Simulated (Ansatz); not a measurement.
The relaxed structure here is a generated cell of Ni: the first start was made by a random draw of sites in a space group, and the end was not matched to a known phase here, so it may be hypothetical. Known forms of Ni include space group No. 225.

One starting cell of Ni (a randomly generated symmetric cell of Ni (space group No. 221)) was relaxed twice with Ansatz (plane waves, PAW, scalar-relativistic): with r2SCAN at 500 eV and with PBE at 420 eV. The r2SCAN result:

```
Ni
1.0
    3.35540     0.00000     0.00000
    0.00000     3.35540     0.00000
    0.00000     0.00000     3.35540
Ni
3
Cartesian
  0.00000   1.67770   1.67770
  1.67770   0.00000   1.67770
  1.67770   1.67770   0.00000
```

```tsv
quantity	r2SCAN	PBE
space group	Pm-3m	Pm-3m
volume (Å³/atom)	12.59	?
a (Å)	3.355	?
gap (eV, no spin-orbit coupling)	0.00	?
spin order	ferromagnetic	?
net moment (μB/atom)	0.81	?
```

Problem. What does PBE give for the same quantities?

Solution. 
- volume (Å³/atom), PBE: 13.09
- a (Å), PBE: 3.399
- gap (eV, no spin-orbit coupling), PBE: 0.00
- spin order, PBE: ferromagnetic
- net moment (μB/atom), PBE: 0.77

Both levels end in the same structure; PBE's volume is 3.9 % larger. Neither column is exact.

Spin states reached: ferromagnetic; spin orders were not searched systematically. r2SCAN tends to overstate moments in metals.

The run could not lose the symmetry of its start: the end is stationary, and may be a saddle point rather than a minimum.

All atoms sit on sites fixed by symmetry, so only the cell could relax.

Ansatz is an electronic-structure program.
